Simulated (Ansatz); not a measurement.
## Structures of SrB2: which is lowest?

Plane-wave DFT in Ansatz with scalar-relativistic PAW potentials, cutoff 420 eV, Γ-centred meshes chosen by cell and gap, Gaussian smearing with energies taken to zero width. Every cell was relaxed (cell and atoms) in a run of its own, within the symmetry of its start. Functional: PBE.

Relaxed structures (starts from databases or built by putting these elements on another compound's sites):
A. P6/mmm, 3 atoms in the computed cell, a = 3.306 Å, c = 4.412 Å; sites (symmetry × multiplicity) Sr 6/mmm × 1, B -6m2 × 2; start: built
B. Cmmm, 3 atoms in the computed cell, a = 3.165 Å, b = 7.924 Å, c = 3.955 Å; sites (symmetry × multiplicity) Sr mmm × 2, B m2m × 4; start: built

Q: Rank them by energy. Could pressure change the order?

A:
```csv
structure,group,E − E(lowest) (meV/atom),V (Å³/atom),gap on mesh (eV)
B,Cmmm,0.0,16.53,0.00
A,P6/mmm,275,13.92,0.00
```

B is lowest, 275 meV/atom under A. A is denser by 2.61 Å³/atom, so pressure favours it: ΔE/ΔV, with ΔE in eV and 1 eV/Å³ = 160.2 GPa, gives about 17 GPa for equal enthalpy if both cells were rigid; at such pressures compression changes ΔV much, so this is a scale only. Other structures may lie lower than all of these, and vibrations aren't counted.